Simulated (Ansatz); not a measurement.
# Relaxing Au

All numbers below come from Ansatz, DFT PBEsol, scalar-relativistic, plane waves, PAW.

The start is a database structure of Au, space group Fm-3m (No. 225).

The final relaxation ran on this input, with the default PAW datasets:

```yaml
crystal:
  lattice:
    - [0.0, 2.0439732275, 2.0439732275]
    - [2.0439732275, 0.0, 2.0439732275]
    - [2.0439732275, 2.0439732275, 0.0]
  atoms:
    - { symbol: Au, position: [0.0, 0.0, 0.0] }
basis:
  ecutwfc: 420
kpoints:
  mp_grid: { grid: [24, 24, 24] }
hamiltonian:
  xc: pbesol
scf:
  occupations: { method: gaussian, width: 0.1 }
output:
  forces: true
  stress: true
  eigenvalues: true
relax:
  adjacent_minimum: "off"
  f_tol: 0.01
  max_steps: 80
  cell: { stress_tol: 0.05 }
```

It can be run as:

```bash
ansatz run input.yaml --threads 1 --pin off --backend cpu --events-out ev --progress --plain --runs-dir out  # memory cap (--max-ram) not shown
```

End of the output:

```
SCF converged after 4 iterations
Free energy (F): -13007.100797 eV
Harris-Foulkes:  -13007.100797 eV  (|F-HF|=3.64e-12)
Internal energy: -13007.099429 eV  (E = F + TS)
E sigma→0 (E₀):  -13007.100113 eV
Entropy (-TS):   -0.001368 eV (-1.368 meV/atom)
Fermi energy:    20.476181 eV
--- Per-component energies (eV) ---
  E_band       = -209.669261
  E_kinetic    = 604.661151
  E_local      = -1703.747051  (includes V_loc(G=0)·N_el)
  E_nonlocal   = 77.636237
  E_hartree    = 724.998833
  E_xc         = -226.615427
  E_vxc        = -274.653201  (∫ρ·V_xc dr)
  E_paw        = -9565.709169  (= ΣΔE_a)
  E_vpaw       = -363.565473  (= ΣTr[D̂ρ^β])
  E_aug_tail   = 0.001433  (compensation charges beyond the density's cutoff)
  E_ewald      = -2918.634915
  E_core_change = 0.309479  (= ΣΔE_core)
  E_smearing   = -0.001368  (= −TS)
  E_closure    =  0.000000  (closes the sum)
  Σ components = -13007.100797   (vs F -13007.100797, Δ=0.00e0)
--- Forces (eV/Å), atoms counted from 1 ---
  atom   1  Au     0.00000000     0.00000000     0.00000000
  max |Σ_I F_I| component: 1.64e-32 eV/Å
--- Stress (GPa, compression-positive) ---
       -0.010025       0.000000       0.000000
        0.000000      -0.010025       0.000000
        0.000000       0.000000      -0.010025
  P = ⅓ Tr σ = -0.0100 GPa (-0.100 kbar)
--- Relaxed structure (3 steps of the walk, 2 accepted, 1 SCFs on fresh bases) ---
  F+E_penalty+E_count = -13007.10079691 eV   max|allowed force component| = 0.000e0 eV/Å   (the final SCF, on the basis selected at the relaxed cell)
  cell:  # Å, volume = 17.0164 Å³
    - [0.000000, 2.041482, 2.041482]
    - [2.041482, 0.000000, 2.041482]
    - [2.041482, 2.041482, 0.000000]
  atoms:
    - { symbol: Au, position: [0.0, 0.0, 0.0] }
```

Total energies depend on the potentials used, so only differences within one code and one set of settings carry meaning.

The result has space group Fm-3m (No. 225). Au has 12 Au at 2.89 Å.

Spin–orbit coupling is left out.

A structure relaxed within its symmetry needn't be a true minimum.